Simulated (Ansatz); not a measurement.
**Na (I4/mmm), clamped-ion strain scan**

Method: Ansatz 0.2.0, DFT LDA, scalar-relativistic, plane waves, PAW. Settings: plane waves to 420 eV, k-mesh 18×18×18 (Γ-centred), Gaussian smearing 0.15 eV. No spin polarisation. Energies are free energies at this smearing, counted from the undisturbed cell; pressure is positive in compression.

Zero of the scan (as given, not relaxed at this level; it stands at -0.9 GPa; this fcc form isn't the usual structure):

```
Na
1.0
    -1.88829    1.88829    2.63728
     1.88829   -1.88829    2.63728
     1.88829    1.88829   -2.63728
Na
1
Direct
  0.00000 0.00000 0.00000
```

The cell is strained by ε times the Voigt pattern (1, 0, 0, 0, 0, 0) (xx, yy, zz, yz, xz, xy; engineering shear) with fractional coordinates fixed. The cell is metallic on the mesh throughout.

Question: Over the sampled range (-0.1500 to 0.1500), is the undisturbed cell the lowest point?

Answer: No: the energy is lower at ε = -0.0750, -6.5 in ΔE (meV/atom).

Question: Which end lies higher in energy, -0.1500 or +0.1500?

Answer: +0.1500: 50.1 against 13.7.

The scan:

```
      ε  ΔE (meV/atom)
-0.1500           13.7
-0.1125           -0.6
-0.0750           -6.5
 0.0000            0.0
 0.0375            9.2
 0.1125           34.9
 0.1500           50.1
```